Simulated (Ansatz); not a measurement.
**Calculated with Ansatz: CoPdO2, relaxation**

input.yaml:

```yaml
crystal:
  lattice:
    - [1.42428026, 0.82230783, 5.96745893]
    - [-1.42428026, 0.82230783, 5.96745893]
    - [0.0, -1.64461566, 5.96745893]
  atoms:
    - { symbol: Pd, position: [0.0, 0.0, 0.0], spin: 1.0 }
    - { symbol: Co, position: [0.5, 0.5, 0.5], spin: -3.0 }
    - { symbol: O, position: [0.11215, 0.11215, 0.11215], spin: 0.0 }
    - { symbol: O, position: [0.88785, 0.88785, 0.88785], spin: 0.0 }
  symmetry: { detect: false, time_reversal: true }
kpoints:
  mp_grid: { grid: [7, 7, 7], shift: [0, 0, 0] }
magnetization:
  spin_polarized: true
scf:
  occupations: { method: fermi_dirac }
  lower_state_search: "off"
hamiltonian:
  pseudopotentials: { kind: paw }
  xc: pbe
  hubbard:
    projectors: all-electron-ortho-atomic
    sites:
      - { species: Co, l: d, u: 6.21, j: 0.56 }
      - { species: Pd, l: d, u: 4.39, j: 0.52 }
basis:
  ecutwfc: 420
  fft_grid_basis: typed
relax:
  max_steps: 60
  f_tol: 0.03
output:
  forces: true
  stress: true
  eigenvalues: true
  bader: true
  populations: true
  elf: true
  write_potential: true
  volumetric_format: npy
  dos:
    e_range: [-12, 8]
    de: 0.05
    projected: { site_lists: { Co: [Co], O: [O], Pd: [Pd] } }
  write_density: true
checkpoint:
  read: saved_state
```

Run with:

```bash
ansatz run input.yaml --threads 2 --pin off --max-ram 4096MiB --backend cpu --events-out ev --progress --plain --runs-dir out
```

Origin of the cell: a database entry, scaled a little.

The smearing width isn't typed, so it takes its default of 0.1 eV.

The saved state is a converged single point of the same cell, with its larger moments on Pd1 down.

The program first moved the atoms by about 0.01 Å at random, to leave a saddle point that the symmetry would hold.

Steps:

```json
{"step": "1", "ΔF (meV/atom)": "0.0", "max force component (eV/Å)": "0.210", "SCF iterations": "24", "step was": "accepted"}
{"step": "2", "ΔF (meV/atom)": "-0.4", "max force component (eV/Å)": "0.105", "SCF iterations": "13", "step was": "accepted"}
{"step": "3", "ΔF (meV/atom)": "-0.6", "max force component (eV/Å)": "0.002", "SCF iterations": "25", "step was": "accepted"}
```

Step 1, with forces in eV/Å:

```xyz
4
Lattice="1.424 0.822 5.967 -1.424 0.822 5.967 0.000 -1.645 5.967" Properties=species:S:1:pos:R:3:forces:R:3 pbc="T T T" step=1
Pd    0.001   -0.010   -0.002   -0.016    0.087    0.168
Co    0.002    0.009    8.955   -0.093   -0.020    0.016
O    -0.004    0.008    2.011    0.091   -0.045    0.026
O     0.001    0.007   15.902    0.018   -0.023   -0.210
```

Step 2, with forces in eV/Å:

```xyz
4
Lattice="1.424 0.822 5.967 -1.424 0.822 5.967 0.000 -1.645 5.967" Properties=species:S:1:pos:R:3:forces:R:3 pbc="T T T" step=2
Pd   -0.002    0.006    0.001    0.005   -0.022    0.074
Co    0.002    0.003    8.955   -0.058   -0.032    0.021
O    -0.002    0.003    2.012    0.050    0.020    0.010
O     0.002    0.002   15.899    0.003    0.034   -0.105
```

Step 3, with forces in eV/Å:

```xyz
4
Lattice="1.424 0.822 5.967 -1.424 0.822 5.967 0.000 -1.645 5.967" Properties=species:S:1:pos:R:3:forces:R:3 pbc="T T T" step=3
Pd    0.000    0.004    0.003    0.000    0.000   -0.001
Co    0.000    0.003    8.955   -0.001    0.000   -0.001
O     0.000    0.004    2.014    0.002    0.000    0.001
O     0.000    0.003   15.895   -0.001    0.000    0.000
```

```
Free energy lowered by  : 0.6 meV/atom
Final pressure          : 5.07 GPa
Relaxation steps listed : 3
Gap on the mesh         : none (metal)
Total moment            : 0.21 μB
```

Caveats: a starting moment was lost; the SCF threshold is looser than advised for a stress; the displaced walk ended near the symmetry of the start; the k mesh is coarse if the cell is a metal; the magnetic state was chosen at the start cell and may not be the lowest after relaxing; the program displaced the start to leave a saddle point.

Time: 7.9 min on 2 threads of Arm Neoverse V1, on a shared host, peak memory 0.89 GiB, from a saved density.
